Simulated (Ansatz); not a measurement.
Given:

TaW:
```
CELL_PARAMETERS angstrom
      1.31134    -5.48409     0.00000
      1.31134     5.48409     0.00000
      0.00000     0.00000     4.71939
ATOMIC_POSITIONS crystal
  Ta 0.67769 0.32231 0.25000
  W  0.93253 0.06747 0.25000
  Ta 0.32231 0.67769 0.75000
  W  0.06747 0.93253 0.75000
```

This is the PBEsol-relaxed structure.

Q: All from PBEsol (plane waves, PAW; program Ansatz), unless another level is named. Give the density of states at the Fermi level.

A: 0.96 states/eV per atom (mean over ±0.08 eV).

Q: What about the formation energy from the elements (no fitted shifts)?

A: 0.34 eV/atom.

Space group Cmcm. The start of the workflow was typed in or built on a structure type; neither database checked (COD, Materials Project) lists it. Whether it is the stable phase at ambient conditions was not checked. Symmetry was held in the PBEsol relaxation; whether a distortion lowers the energy is not shown. The run is not spin-polarised. Its formation energy is positive at this level, so the cell may be metastable or incomplete. The references are the lowest solids computed at this level, not always the standard phases. Spin–orbit coupling is left out wherever it is not named.

Potentials: the earlier of the program's two PAW sets. The files were generated under PBE; for other functionals the program regenerates the frozen cores, and for LDA and PBEsol the local potential too.
